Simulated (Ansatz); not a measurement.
## Eigenvalues along a path: La (hcp type)

```
La
1.0
     2.80497    0.00000    0.00000
    -1.40249    2.42918    0.00000
     0.00000    0.00000    4.75611
La
2
Direct
  0.33333 0.66667 0.25000
  0.66667 0.33333 0.75000
```

The cell comes from a relaxation on PAW files under the same functional, begun from a prototype that needn't be the stable phase.

Computed with Ansatz 0.2.0; functional PBE, scalar-relativistic. Settings: a Γ-centred 13×13×7 k mesh, Fermi–Dirac smearing of 0.08 eV, no spin polarisation. Methods: LAPW: all electrons, basis error target 1 meV/atom.

This run: volume at 0.43 of the series' base cell.

Spin–orbit coupling is left out, which matters for the heavy atoms.

Path points, in fractions of the reciprocal vectors: Γ (0.000, 0.000, 0.000), M (0.500, 0.000, 0.000), K (0.333, 0.333, 0.000), A (0.000, 0.000, 0.500), L (0.500, 0.000, 0.500), H (0.333, 0.333, 0.500). Levels in eV from the Fermi level; bands 21 to 33, counted from the lowest band of the run. The gap is zero, the pressure 100.5 GPa.

```
# k(1/Å) point b21 b22 b23 b24 b25 b26 b27 b28 b29 b30 b31 b32 b33
0.000 Γ -21.25 -12.69 -12.69 -12.11 -11.53 -11.53 -1.91 -0.16 1.21 1.26 1.65 1.65 1.75
0.323 - -20.92 -14.40 -13.23 -12.90 -12.25 -11.71 -1.65 -0.41 0.44 1.18 1.20 1.69 1.90
0.647 - -19.99 -17.46 -15.71 -14.22 -12.82 -12.29 -3.26 -1.20 -0.38 0.84 1.40 1.89 2.52
0.970 - -19.89 -18.62 -18.29 -15.01 -14.00 -12.87 -4.38 -2.45 -0.92 0.79 1.61 1.80 2.97
1.293 M -20.73 -19.43 -17.63 -15.30 -14.98 -13.11 -4.76 -2.86 -1.13 1.12 1.51 2.03 3.10
1.480 - -20.63 -19.33 -17.53 -15.83 -15.02 -13.66 -3.94 -3.26 -0.40 0.77 2.06 2.37 3.09
1.667 - -20.33 -19.02 -17.23 -16.99 -15.18 -14.94 -4.11 -1.96 0.81 1.33 2.15 2.90 3.01
1.853 - -19.91 -18.58 -18.07 -16.75 -16.33 -15.52 -4.82 0.42 1.21 2.23 2.44 2.54 2.97
2.040 K -19.68 -18.39 -18.39 -17.07 -16.11 -16.11 -5.09 1.82 1.82 2.07 2.15 2.15 2.99
2.413 - -19.23 -19.04 -17.83 -16.77 -15.59 -14.54 -4.08 0.32 0.35 0.75 2.13 2.91 2.95
2.787 - -19.59 -17.64 -16.99 -14.59 -13.50 -13.09 -1.63 -1.33 -0.60 -0.38 1.56 1.97 2.68
3.160 - -20.82 -14.70 -13.89 -12.79 -12.30 -11.96 -1.18 -1.02 0.35 1.11 1.17 1.35 2.33
3.533 Γ -21.25 -12.69 -12.69 -12.11 -11.53 -11.53 -1.91 -0.16 1.21 1.26 1.65 1.65 1.75
3.698 - -20.94 -12.65 -12.65 -12.62 -11.58 -11.58 -1.84 -0.05 0.76 1.63 1.63 1.66 2.02
3.864 - -20.08 -13.90 -12.53 -12.53 -11.71 -11.71 -1.64 0.09 0.30 1.42 1.60 1.60 2.18
4.029 - -18.80 -15.54 -12.35 -12.35 -11.91 -11.91 -1.32 -0.37 0.47 1.11 1.63 1.63 1.94
4.194 A -17.24 -17.24 -12.13 -12.13 -12.13 -12.13 -0.89 -0.89 0.78 0.78 1.75 1.75 1.75
4.517 - -17.16 -17.16 -13.53 -13.53 -12.53 -12.53 -1.33 -1.33 0.76 0.76 2.26 2.26 2.53
4.840 - -17.84 -17.84 -15.23 -15.23 -13.35 -13.35 -2.74 -2.74 0.30 0.30 2.57 2.57 2.85
5.164 - -19.95 -19.95 -15.01 -15.01 -14.06 -14.06 -3.54 -3.54 -1.78 -1.78 2.72 2.72 2.85
5.487 L -20.95 -20.95 -14.73 -14.73 -14.33 -14.33 -3.60 -3.60 -2.88 -2.88 2.67 2.67 2.82
5.674 - -20.84 -20.84 -15.38 -15.38 -14.16 -14.16 -3.23 -3.23 -2.46 -2.46 1.86 1.86 3.13
5.860 - -20.53 -20.53 -16.64 -16.64 -14.00 -14.00 -2.86 -2.86 -1.06 -1.06 0.96 0.96 3.08
6.047 - -20.05 -20.05 -17.91 -17.91 -13.87 -13.87 -2.47 -2.47 -0.83 -0.83 1.61 1.61 2.91
6.234 H -19.71 -19.71 -18.57 -18.57 -13.81 -13.81 -2.23 -2.23 -1.24 -1.24 2.54 2.54 2.95
6.607 - -19.76 -19.76 -17.08 -17.08 -14.10 -14.10 -2.31 -2.31 -0.23 -0.23 1.40 1.40 2.08
6.980 - -18.17 -18.17 -15.44 -15.44 -14.13 -14.13 -1.88 -1.88 0.43 0.43 1.69 1.69 1.75
7.354 - -17.15 -17.15 -13.84 -13.84 -12.72 -12.72 -1.33 -1.33 0.60 0.60 2.31 2.31 2.60
7.727 A -17.24 -17.24 -12.13 -12.13 -12.13 -12.13 -0.89 -0.89 0.78 0.78 1.75 1.75 1.75
```
